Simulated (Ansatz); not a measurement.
Relaxed-ion elastic tensor of HgPd (L1₀ or tetragonal B2, P4/mmm) in GPa (Voigt order), PBEsol in the plane-wave PAW code Ansatz; density 15.03 g/cm³, 16.96 Å³ per atom.

|  | 1 | 2 | 3 | 4 | 5 | 6 |
|---|---|---|---|---|---|---|
| 1 | 192 | 110 | 134 | 0.0 | 0.0 | 0.0 |
| 2 | 110 | 192 | 134 | 0.0 | 0.0 | 0.0 |
| 3 | 134 | 134 | 172 | 0.0 | 0.0 | 0.0 |
| 4 | 0.0 | 0.0 | 0.0 | 62.3 | 0.0 | 0.0 |
| 5 | 0.0 | 0.0 | 0.0 | 0.0 | 62.3 | 0.0 |
| 6 | 0.0 | 0.0 | 0.0 | 0.0 | 0.0 | 36.0 |

**Question.** Is the crystal mechanically stable?

**Answer.** Yes: the smallest eigenvalue of C is 36.0 GPa.

**Question.** Work out the Voigt, Reuss and Hill averages.

**Answer.** K_V = 146, K_R = 146, K_H = 146; G_V = 43.9, G_R = 35.9, G_H = 39.9 GPa.

**Question.** Give Young's modulus, Poisson's ratio, Pugh's ratio and the universal anisotropy index.

**Answer.** E = 9KG/(3K + G) = 110 GPa; ν = 0.37; K/G = 3.66 (ductile by the Pugh limit of 1.75); A_U = 5G_V/G_R + K_V/K_R − 6 = 1.12.

**Question.** Estimate the sound speeds and the Debye temperature.

**Answer.** v_l = √((K + 4G/3)/ρ) = 3640 m/s, v_t = √(G/ρ) = 1630 m/s, mean 1840 m/s; Θ = (h/k)(3n/4πV)^(1/3) v_m = 213 K.

**Question.** Solve the Christoffel equation for the three sound speeds along x, y, z.

**Answer.** Eigenvalues of C_ijkl n_j n_l equal ρv². In km/s, slowest first: x 1.55, 2.04, 3.57; y 1.55, 2.04, 3.57; z 2.04, 2.04, 3.39.

**Question.** How much does each axis shrink under pressure?

**Answer.** Linear compressibilities β_i = Σ_j S_ij (j = 1 to 3): x 2.4, y 2.4, z 2.1 per TPa.

The workflow started from an entry of the Crystallography Open Database (COD). Whether it is the stable phase at ambient conditions was not checked. The PBEsol relaxation kept the symmetry of its start; of distortions, only those at the zone centre were tested. No spin polarisation was allowed. As this level gives no gap, shear constants depend on the k-mesh and smearing (Fermi–Dirac, 0.1 eV here). Scalar-relativistic: spin–orbit coupling is off unless named, which matters more the heavier the elements.

Potentials: the later of the program's two PAW sets.
